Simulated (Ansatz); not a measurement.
## ZnPd₅Cl in Ansatz, relaxation

input.yaml:

```yaml
crystal:
  lattice:
    - [3.991083, 0.0, 0.0]
    - [0.0, 3.991083, 0.0]
    - [0.0, 0.0, 7.009744]
  atoms:
    - { symbol: Pd, position: [0.5, 0.0, 0.7262] }
    - { symbol: Pd, position: [0.0, 0.5, 0.7262] }
    - { symbol: Pd, position: [0.5, 0.0, 0.2738] }
    - { symbol: Pd, position: [0.0, 0.5, 0.2738] }
    - { symbol: Pd, position: [0.0, 0.0, 0.0] }
    - { symbol: Zn, position: [0.5, 0.5, 0.0] }
    - { symbol: Cl, position: [0.0, 0.0, 0.5] }
  symmetry: { tolerance: 0.0003 }
kpoints:
  mp_grid: { grid: [8, 8, 5], shift: [0, 0, 0] }
magnetization:
  spin_polarized: false
scf:
  occupations: { method: fermi_dirac }
  lower_state_search: "off"
hamiltonian:
  pseudopotentials: { kind: paw }
  xc: pbe
basis:
  ecutwfc: 420
  fft_grid_basis: typed
relax:
  max_steps: 60
  f_tol: 0.03
output:
  forces: true
  stress: true
  eigenvalues: true
  bader: true
  populations: true
  elf: true
  write_potential: true
  volumetric_format: npy
  dos:
    e_range: [-12, 8]
    de: 0.05
    projected: { site_lists: { Cl: [Cl], Pd: [Pd], Zn: [Zn] } }
checkpoint:
  read: saved_state
```

Launch command:

```bash
ansatz run input.yaml --threads 2 --pin off --max-ram 3584MiB --backend cpu --events-out ev --progress --plain --runs-dir out
```

Origin of the cell: a known structure type with other elements, at an estimated volume, so it need not be a known compound.

The smearing width isn't typed, so it takes its default of 0.1 eV.

The saved state is a converged single point of the same cell.

Steps:

```json
{"step": "1", "ΔF (meV/atom)": "0.0", "max force component (eV/Å)": "0.584", "SCF iterations": "7", "step was": "accepted"}
{"step": "2", "ΔF (meV/atom)": "-17.0", "max force component (eV/Å)": "0.198", "SCF iterations": "7", "step was": "accepted"}
{"step": "3", "ΔF (meV/atom)": "-19.0", "max force component (eV/Å)": "0.015", "SCF iterations": "7", "step was": "accepted"}
{"step": "4", "ΔF (meV/atom)": "-19.0", "max force component (eV/Å)": "0.016", "SCF iterations": "3", "step was": "accepted"}
```

The starting structure.

Space group P4/mmm (No. 123); the run's cell has a = 3.991 Å, b = 3.991 Å, c = 7.010 Å, α = 90.00°, β = 90.00°, γ = 90.00°. Shortest distances: Cl–Pd 2.55 Å, Pd–Pd 2.77 Å, Pd–Zn 2.77 Å.

After:

Space group P4/mmm (No. 123); the run's cell has a = 3.991 Å, b = 3.991 Å, c = 7.010 Å, α = 90.00°, β = 90.00°, γ = 90.00°. Shortest distances: Cl–Pd 2.62 Å, Pd–Pd 2.69 Å, Pd–Zn 2.69 Å.

```yaml
crystal:
  lattice:
    - [3.99108, 0.00000, 0.00000]
    - [0.00000, 3.99108, 0.00000]
    - [0.00000, 0.00000, 7.00974]
  atoms:
    - { symbol: Pd, position: [0.50000, 0.00000, 0.74243] }
    - { symbol: Pd, position: [0.00000, 0.50000, 0.74243] }
    - { symbol: Pd, position: [0.50000, 0.00000, 0.25757] }
    - { symbol: Pd, position: [0.00000, 0.50000, 0.25757] }
    - { symbol: Pd, position: [0.00000, 0.00000, 0.00000] }
    - { symbol: Zn, position: [0.50000, 0.50000, 0.00000] }
    - { symbol: Cl, position: [0.00000, 0.00000, 0.50000] }
```

* Free energy lowered by: 19.0 meV/atom
* Final pressure: 3.89 GPa
* Relaxation steps listed: 4

Caveats: no moments, though an odd count or open d shells may carry them; the SCF threshold is looser than advised for a stress; the relaxation held the start's symmetry, so the end may be a saddle point.

It ran for 49 s on 2 threads of AMD EPYC 7R13 Processor (Zen 3) (shared host), peak memory 0.65 GiB, from a saved density.
